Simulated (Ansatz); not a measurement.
A geometry of Al$_{2}$Cu away from equilibrium: the start of the relaxation of a randomly generated symmetric cell of Al2Cu (space group No. 118). Level of theory: r2SCAN (plane waves to 500 eV, PAW, scalar-relativistic; Ansatz, an electronic-structure program). Γ-centred k-mesh 8×8×5 on the run's cell (coarser than for final values), Fermi–Dirac smearing 0.05 eV.

```xyz
6
Lattice="3.9731 0.0000 0.0000 0.0000 3.9731 0.0000 0.0000 0.0000 6.3276" Properties=species:S:1:pos:R:3:forces:R:3 pbc="T T T" free_energy=-15418.918 pressure_GPa=21.5
Al     3.0323     1.0457     1.5819   -0.1764   -0.1764    0.0000
Al     0.9408     2.9273     1.5819    0.1764    0.1764    0.0000
Al     1.0457     0.9408     4.7457   -0.1764    0.1764    0.0000
Al     2.9273     3.0323     4.7457    0.1764   -0.1764    0.0000
Cu     0.0000     0.0000     3.1638    0.0000    0.0000    0.0000
Cu     1.9865     1.9865     0.0000    0.0000    0.0000    0.0000
```

Positions in Å, forces in eV/Å, free energy of the cell in eV (comparable only within this code, potentials and settings). Largest force: 0.25 eV/Å, on Al1, Al2, Al3, Al4 (atoms numbered as listed); the geometry lies 0.33 eV/atom above the end of its relaxation.

No spin polarisation in the result.

The run could not lose the symmetry of its start: the end is stationary, and may be a saddle point rather than a minimum.

The end of the path is a generated cell of Al2Cu: the first start was made by a random draw of sites in a space group, and the end was not matched to a known phase here, so it may be hypothetical. Known forms of Al2Cu include space group No. 140.
